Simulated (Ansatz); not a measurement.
TaGe$_{2}$:
```
TaGe2
1.0
    4.67817     0.00000     0.00000
   -2.33909     4.05142     0.00000
    0.00000     0.00000     2.72541
Ta Ge
1 2
Cartesian
  0.00000   0.00000   0.00000
  0.00000   2.70094   1.36271
  2.33909   1.35047   1.36271
```

Relaxed with PBE. Special points in fractions of this cell's reciprocal vectors: Γ (0.000, 0.000, 0.000); M (0.500, 0.000, 0.000); K (0.333, 0.333, 0.000); A (0.000, 0.000, 0.500); L (0.500, 0.000, 0.500); H (0.333, 0.333, 0.500).

Question: List the band energies nearest the Fermi level at these points for plane-wave PAW PBE with spin–orbit coupling (Ansatz code).

Answer: In eV from the Fermi level; about four levels below and three above (degenerate sets whole), none deeper than 8.9 eV; points with the same levels are listed once.

```tsv
k	below	above
Γ	-1.15 -1.15 -0.53 -0.53	3.07 3.07 3.31 3.31
M	-2.15 -2.15 -1.39 -1.39	1.94 1.94 2.67 2.67
K	-1.89 -1.89 -1.78 -1.78	2.72 2.72 2.81 2.81
A	-0.56 -0.56 -0.22 -0.22	5.24 5.24 5.60 5.60
L	-4.60 -4.60 -4.50 -4.50	0.04 0.04 0.06 0.06
H	-0.66 -0.66 -0.60 -0.60	1.37 1.37 1.75 1.75
```

Space group P6/mmm. The cell is a constructed one: a structure type filled with these elements; neither database checked (COD, Materials Project) lists it. COD files the formula under space group No. 180, so this cell is another polymorph or a model. Its standing as an ambient phase is unchecked. Symmetry was held in the PBE relaxation; its stability against distortions is not shown here. No spin polarisation was allowed.

Potentials: the earlier of the program's two PAW sets.
